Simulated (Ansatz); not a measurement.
Here is the system:

LaNbN3:
```
CELL_PARAMETERS angstrom
      4.06292     0.00000     0.00000
      0.00000     4.06292     0.00000
      0.00000     0.00000     4.06292
ATOMIC_POSITIONS crystal
  La 0.00000 0.00000 0.00000
  Nb 0.50000 0.50000 0.50000
  N  0.50000 0.50000 0.00000
  N  0.50000 0.00000 0.50000
  N  0.00000 0.50000 0.50000
```

This is the PBEsol-relaxed structure.

### Question
All from PBEsol (plane waves, PAW; program Ansatz), unless another level is named. Estimate the Hill bulk and shear moduli.

### Answer
209 and 98.6 GPa.

### Question
Give the highest zone-centre frequency.

### Answer
624 cm^-1.

Space group Pm-3m (cubic perovskite). The start of the workflow was typed in or built on a structure type; neither database checked (COD, Materials Project) lists it. Its standing as an ambient phase is unchecked. The cell was relaxed with PBEsol under the symmetry of its start. At this level the phase is dynamically unstable (imaginary phonons). The workflow began spin-polarised and lost its moments. As this level gives no gap, shear constants depend on the k-mesh and smearing (Fermi–Dirac, 0.1 eV here). As this level gives no gap, phonon frequencies hold no LO–TO term and depend on the k-mesh and smearing (Fermi–Dirac, 0.1 eV here). Scalar-relativistic: spin–orbit coupling is off unless named, which matters more the heavier the elements.

Potentials: the later of the program's two PAW sets.
